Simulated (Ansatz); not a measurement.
Starting cell, SnTe (rock salt):

```yaml
crystal:
  lattice:
    - [0.00000, 3.18510, 3.18510]
    - [3.18510, 0.00000, 3.18510]
    - [3.18510, 3.18510, 0.00000]
  atoms:
    - { symbol: Te, position: [0.00000, 0.00000, 0.00000] }
    - { symbol: Sn, position: [0.50000, 0.50000, 0.50000] }
```

In each cell atom 2 (Sn, nearest neighbour Te at 3.185 Å; its periodic images, 4.5 Å or more away, move with it) moves by s·(0.707, 0.707, 0.000) (along Cartesian [110]), the rest being held.

Computed with r2SCAN (plane waves to 500 eV, PAW, scalar-relativistic; Ansatz, an electronic-structure program). k mesh 7×7×7 (Γ-centred), Fermi-Dirac smearing 0.05 eV. Energies are smeared free energies. SnTe was relaxed with its symmetry unable to fall. Spin-orbit coupling is left out, though Te is heavy. The zero of ΔE is the undisplaced structure.

```json
[
 {"s (Å)": "-0.960", "ΔE (meV/cell)": "withheld"},
 {"s (Å)": "-0.768", "ΔE (meV/cell)": "592.2"},
 {"s (Å)": "-0.576", "ΔE (meV/cell)": "212.7"},
 {"s (Å)": "-0.384", "ΔE (meV/cell)": "35.2"},
 {"s (Å)": "-0.192", "ΔE (meV/cell)": "-5.0"},
 {"s (Å)": "0.000", "ΔE (meV/cell)": "0.0"},
 {"s (Å)": "0.192", "ΔE (meV/cell)": "-5.0"},
 {"s (Å)": "0.384", "ΔE (meV/cell)": "35.2"},
 {"s (Å)": "0.576", "ΔE (meV/cell)": "212.7"},
 {"s (Å)": "0.768", "ΔE (meV/cell)": "592.2"},
 {"s (Å)": "0.960", "ΔE (meV/cell)": "withheld"}
]
```

Problem. Fit an even polynomial form (powers 2, 4, 6) to the given rows and predict ΔE at s = 0.960.

Solution. Least squares on the 9 given rows: ΔE = (-188.7)·s² + (3123)·s⁴ + (-1867)·s⁶, in meV/cell with s in Å; root-mean-square residual 1.17 meV/cell. At 0.960 the fit gives 1017.2 meV/cell; the calculation gives 1192.7 meV/cell, so the extrapolation is off by -175.5 (-14.7 %). The quadratic term alone would give -173.9 meV/cell: it is negative, as the undisplaced cell is unstable along this move.

(For displaced atoms, the force is minus the slope of the energy, and its curvature is a force constant, which sets phonon frequencies.)
